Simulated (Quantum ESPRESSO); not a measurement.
# Computed records: HfSiO4 (made-up cell)

All values are calculated (Quantum ESPRESSO 7.5). Calculation on a made-up crystal cell, not a measurement: periodic Kohn-Sham density functional theory in plane waves with PseudoDojo standard norm-conserving scalar-relativistic pseudopotentials, each functional with its own files (v0.5 for PBE, v0.4.1 for LDA and PBEsol), no spin polarisation, no spin-orbit coupling, atoms not relaxed, stress positive in tension, energies less a fixed whole-eV offset for each atom's element; levels are Kohn-Sham levels at fractions of this cell's reciprocal vectors, counted from the reference band (half the neutral cell's valence electrons, rounded up) at Gamma; error bars cover cutoff and k-mesh only, not smearing or the files; each bar is the largest change over components, and at least 0.002 eV, 0.002 eV per angstrom or 0.02 GPa; added strain carries the atoms with the cell, and shear is the tensor component; no dispersion term; energies are for the whole cell, and the offsets were chosen from early runs and are not element reference energies.

```cif
# cell vector a (Å): 4.6878 -0.0299 -0.0215
# cell vector b (Å): -0.0299 4.7441 -0.0008
# cell vector c (Å): -0.0279 -0.0010 6.0586
data_HfSiO4
_symmetry_space_group_name_H-M 'P 1'
_symmetry_Int_Tables_number 1
_cell_length_a 4.6879
_cell_length_b 4.7442
_cell_length_c 6.0587
_cell_angle_alpha 90.017
_cell_angle_beta 90.527
_cell_angle_gamma 90.726
_cell_volume 134.73
loop_
_atom_site_label
_atom_site_type_symbol
_atom_site_fract_x
_atom_site_fract_y
_atom_site_fract_z
_atom_site_occupancy
Hf1 Hf 0.99333 0.99049 0.99644 1
Si1 Si 0.50378 0.51028 0.25609 1
Hf2 Hf 0.00584 0.00427 0.49667 1
Si2 Si 0.49038 0.49993 0.75044 1
O1 O 0.30814 0.30630 0.01158 1
O2 O 0.68972 0.68951 0.99874 1
O3 O 0.80480 0.19037 0.25297 1
O4 O 0.20752 0.81203 0.24791 1
O5 O 0.29870 0.31149 0.50977 1
O6 O 0.69087 0.71212 0.49013 1
O7 O 0.80900 0.19421 0.75018 1
O8 O 0.19358 0.80123 0.74965 1
_calc_lattice_type 'rutile, doubled along c'
_calc_functional 'pbe'
_calc_cutoff 1143  # eV
_calc_fermi_dirac_smearing 0.025  # eV
_calc_scf_tolerance 1e-07  # eV
_calc_electrons_removed 0
_calc_k_mesh '5 x 5 x 4, shifted by half a step'
_calc_stress_yy ?
_calc_stress_yz ?
```

Atoms:
```
atoms element  atom site  atom energy offset (eV)
           Hf          1                    -1535
           Si          2                     -115
           Hf          3                    -1535
           Si          4                     -115
            O          5                     -452
            O          6                     -452
            O          7                     -452
            O          8                     -452
            O          9                     -452
            O         10                     -452
            O         11                     -452
            O         12                     -452
```

Notes: the hafnium pseudopotential is less sure than the others, with forces about 3 percent (worst 6) and pressure in oxides about 1.5 GPa (worst 2.7) from a second method in checks, which the error bars do not cover.

**Q.** HfSiO4 (made-up cell): stress yy?
**A.** 6.329 GPa

**Q.** Give the missing stress yz for HfSiO4 (made-up cell).
**A.** 2.331 GPa

Further results for HfSiO4 (made-up cell):

| Quantity | Value |
| --- | --- |
| free energy less offsets | 1.43 eV |
| scf iterations | 13 |
| smearing term minus ts | 0 eV |
| pressure | -4.884 GPa |
| stress xx | 3.804 GPa |
| stress zz | 4.518 GPa |
| stress xz | -0.9053 GPa |
| stress xy | -7.388 GPa |
| error bar energy | 0.002821 eV |
| error bar stress | 0.03688 GPa |
| error bar force | 0.002 eV/Å |
| error bars from | tighter rerun of a related cell |

Forces:
```
site  x (eV/Å)  y (eV/Å)  z (eV/Å)
   1     0.421    0.8083    0.6094
   2    -0.359   0.07522   -0.7795
   3  -0.01447   -0.2467    0.1103
   4   -0.3287  -0.03536    0.6957
   5      2.41     2.676   -0.3437
   6    -2.727    -2.819  -0.03386
   7    -2.605     2.941   -0.5183
   8     2.455    -2.877    0.2619
   9     3.827     3.663    0.2276
  10    -3.251    -4.033  -0.03548
  11    -2.771      2.77   -0.2793
  12     2.942    -2.921   0.08525
```
